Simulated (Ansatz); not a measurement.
## Sr (P6_3/mmc), comparing deformations

These are results of DFT r2SCAN, scalar-relativistic, plane waves, PAW (Ansatz 0.2.0), not measurements. The runs took a 500 eV cutoff, a Γ-centred 12×12×8 mesh and Gaussian smearing (0.15 eV). No spin polarisation. Energies are free energies at this smearing, counted from the undisturbed cell; pressure is positive in compression.

Reference structure (as given, not relaxed at this level; it stands at 0.1 GPa; this form isn't the usual structure):

```
Sr
1.0
     4.31000    0.00000    0.00000
    -2.15500    3.73257    0.00000
     0.00000    0.00000    7.05000
Sr
2
Direct
  0.33333 0.66667 0.25000
  0.66667 0.33333 0.75000
```

The cell is strained by ε times a Voigt pattern (xx, yy, zz, yz, xz, xy; engineering shear) with fractional coordinates fixed. τ = (1/V0) dE/dε comes from the stress tensor. Of each scan, only the three points used here are listed.

| pattern | ε | τ (GPa) |
| --- | --- | --- |
| (1, 1, 0, 0, 0, 0) | -0.0150 | -1.02 |
| (1, 1, 0, 0, 0, 0) | 0.0000 | -0.07 |
| (1, 1, 0, 0, 0, 0) | 0.0150 | 0.79 |
| (0, 0, 1, 0, 0, 0) | -0.0050 | -0.366 |
| (0, 0, 1, 0, 0, 0) | 0.0000 | -0.221 |
| (0, 0, 1, 0, 0, 0) | 0.0050 | -0.076 |

Question: Which constants do the scans give, and which deformation costs least for the same size of strain tensor?

Answer: The slope dτ/dε at zero (parabola through three points) is pᵀCp: (1, 1, 0, 0, 0, 0) gives C11 + C22 + 2 C12 = 60 GPa; (0, 0, 1, 0, 0, 0) gives C33 = 28.9 GPa. The size of the strain tensor, ε:ε, is ε² times 2.0, 1.0. Per unit of it the stiffnesses are 30, 28.9 GPa, so (0, 0, 1, 0, 0, 0) is the softest of these: at ε:ε = (1 %)² the quadratic term costs 0.51 meV/atom against 0.54 for the stiffest.

In a metal these slopes depend on the k mesh and the smearing.